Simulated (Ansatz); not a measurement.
PbI2:
```cif
data_I4Pb2
_chemical_formula_sum 'Pb2 I4'
_space_group_name_H-M_alt 'P 1'
_space_group_IT_number 1
_cell_length_a 4.46395
_cell_length_b 4.46395
_cell_length_c 13.65014
_cell_angle_alpha 90.000
_cell_angle_beta 90.000
_cell_angle_gamma 120.000
loop_
_space_group_symop_operation_xyz
  'x, y, z'
loop_
_atom_site_label
_atom_site_type_symbol
_atom_site_fract_x
_atom_site_fract_y
_atom_site_fract_z
_atom_site_occupancy
Pb1 Pb 0.66667 0.33333 0.49999 1
Pb2 Pb 0.33333 0.66667 0.99999 1
I1 I 0.66667 0.33333 0.86331 1
I2 I 0.33333 0.66667 0.36331 1
I3 I 0.00000 0.00000 0.13670 1
I4 I 0.00000 0.00000 0.63670 1
```

Relaxed with LDA.

Task: Which orbitals make up the states near the band edges in LDA in the plane-wave PAW code Ansatz?

Result: Top 1 eV of the valence band: I 5p 88 %, Pb 6s 10 %. Bottom 1 eV of the conduction band: Pb 6p 71 %, I 5p 18 %, I 5s 6 %, outside the projected shells 5 %. Projections are on Löwdin-orthogonalised atomic valence shells; empty p or d shells of many metals are not among them.

Task: Tabulate the density of states.

Result: States/eV per cell of 6 atoms, in 0.25 eV bins, energy from the valence-band maximum.

```tsv
E (eV)	total	I 5p	Pb 6p	Pb 6s
-7.85	6.83	1.07	0.00	5.55
-7.60	5.16	0.77	0.00	3.97
-7.35	3.44	0.54	0.00	2.43
-7.10	0.57	0.08	0.00	0.39
-6.85	0.00	0.00	0.00	0.00
-6.60	0.00	0.00	0.00	0.00
-6.35	0.00	0.00	0.00	0.00
-6.10	0.00	0.00	0.00	0.00
-5.85	0.00	0.00	0.00	0.00
-5.60	0.00	0.00	0.00	0.00
-5.35	0.00	0.00	0.00	0.00
-5.10	0.00	0.00	0.00	0.00
-4.85	0.00	0.00	0.00	0.00
-4.60	0.00	0.00	0.00	0.00
-4.35	0.00	0.00	0.00	0.00
-4.10	0.00	0.00	0.00	0.00
-3.85	0.30	0.20	0.10	0.00
-3.60	4.43	3.01	1.34	0.01
-3.35	5.08	3.59	1.38	0.02
-3.10	3.79	2.78	0.90	0.03
-2.85	6.52	4.93	1.43	0.05
-2.60	7.78	6.03	1.55	0.06
-2.35	8.57	6.73	1.63	0.06
-2.10	5.61	4.52	0.96	0.04
-1.85	7.39	6.46	0.73	0.09
-1.60	8.21	7.33	0.68	0.08
-1.35	9.18	8.46	0.45	0.13
-1.10	10.00	9.55	0.22	0.11
-0.85	5.62	5.20	0.09	0.25
-0.60	8.02	6.84	0.12	0.97
-0.35	5.11	4.30	0.08	0.69
-0.10	0.38	0.31	0.01	0.06
0.15	0.00	0.00	0.00	0.00
0.40	0.00	0.00	0.00	0.00
0.65	0.00	0.00	0.00	0.00
0.90	0.00	0.00	0.00	0.00
1.15	0.00	0.00	0.00	0.00
1.40	0.00	0.00	0.00	0.00
1.65	0.00	0.00	0.00	0.00
1.90	0.01	0.00	0.01	0.00
2.15	0.28	0.03	0.22	0.00
2.40	1.23	0.16	0.93	0.00
2.65	4.07	0.74	2.89	0.00
2.90	6.89	1.46	4.71	0.00
3.15	6.78	1.48	4.71	0.00
3.40	9.75	2.32	6.59	0.00
3.65	7.98	2.16	5.09	0.00
3.90	7.98	2.40	4.61	0.00
4.15	3.02	0.94	1.83	0.00
4.40	0.01	0.00	0.01	0.00
4.65	0.00	0.00	0.00	0.00
4.90	0.61	0.01	0.02	0.00
5.15	1.68	0.04	0.05	0.00
5.40	2.98	0.05	0.07	0.00
5.65	3.73	0.05	0.06	0.00
5.90	3.87	0.04	0.04	0.00
6.15	2.46	0.02	0.03	0.00
6.40	2.99	0.02	0.04	0.00
6.65	3.19	0.02	0.04	0.00
```

Space group P6_3mc. The first step of the workflow began from a Materials Project structure, measured or hypothetical; the Crystallography Open Database files this formula in space group No. 186, but the cells were not matched. It is not the phase usual at ambient conditions (space group No. 164). Symmetry was held in the LDA relaxation; whether a distortion lowers the energy is not shown. A crystal of weakly bound layers computed without a dispersion correction: the cell and the soft elastic constants depend strongly on that. Spin–orbit coupling is left out wherever it is not named.

Potentials: the later of the program's two PAW sets.
